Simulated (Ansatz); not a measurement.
Problem. Name crystals whose computed values (the program Ansatz at the LDA level (PAW)) fall in these windows: B₀ by P(V) fit (GPa) 56 to 80; ε0 5.1 to 6.6; Θ_D (K) 330 to 400.

Solution. 

```json
[
 {"crystal": "Na2WO4, spinel", "B₀ by P(V) fit (GPa)": "67.7", "ε0": "5.66", "Θ_D (K)": "363"}
]
```
Others may fit too.

Standing as an ambient phase not checked: Na2WO4, spinel. The cell was relaxed under the symmetry of its start. Rows with no word on spin ran without spin polarisation. Spin–orbit coupling is left out wherever it is not named.

Potentials: the later of the program's two PAW sets.
